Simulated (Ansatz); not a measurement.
LaP:
```
LaP
1.0
    0.00000     2.98933     2.98933
    2.98933     0.00000     2.98933
    2.98933     2.98933     0.00000
P La
1 1
Direct
  0.50000   0.50000   0.50000
  0.00000   0.00000   0.00000
```

Relaxed with PBEsol. Special points in fractions of this cell's reciprocal vectors: Γ (0.000, 0.000, 0.000); X (0.500, 0.000, 0.500); U (0.625, 0.250, 0.625); K (0.375, 0.375, 0.750); L (0.500, 0.500, 0.500); W (0.500, 0.250, 0.750).

Question: List the band energies nearest the Fermi level at these points for DFT-PBEsol with spin–orbit coupling in the program Ansatz with PAW potentials.

Answer: In eV from the Fermi level; about four levels below and three above (degenerate sets whole), none deeper than 8.9 eV; points with the same levels are listed once.

| k | below | above |
|---|---|---|
| Γ | – | 0.04 0.04 0.14 0.14 0.14 0.14 |
| X | -0.21 -0.21 -0.14 -0.14 | 0.00 0.00 2.94 2.94 |
| U | -1.01 -1.01 -0.87 -0.87 | 1.33 1.33 2.85 2.85 |
| L | -1.73 -1.73 -1.72 -1.72 | 2.51 2.51 2.80 2.80 |
| W | -1.10 -1.10 -0.86 -0.86 | 2.22 2.22 2.23 2.23 |

Space group Fm-3m (rock salt). The workflow started from an entry of the Crystallography Open Database (COD). Its standing as an ambient phase is unchecked. The PBEsol relaxation kept the symmetry of its start; of distortions, only those at the zone centre were tested.

Potentials: the later of the program's two PAW sets.
